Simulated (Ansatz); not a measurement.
Input:

KMgF3 (cubic perovskite, Pm-3m), a = 3.984 Å, b = 3.984 Å, c = 3.984 Å, α = 90.00°, β = 90.00°, γ = 90.00°.

This is the r²SCAN-relaxed structure.

### Question
All from r²SCAN (plane waves, PAW; program Ansatz), unless another level is named. Predict the bulk modulus (Birch–Murnaghan fit).

### Answer
77.9 GPa.

### Question
Give the highest zone-centre frequency (without LO–TO term).

### Answer
476 cm⁻¹.

The cell was relaxed with r²SCAN under the symmetry of its start.

Potentials: the earlier of the program's two PAW sets. The files were generated under PBE; for other functionals the program regenerates the frozen cores, and for LDA and PBEsol the local potential too.
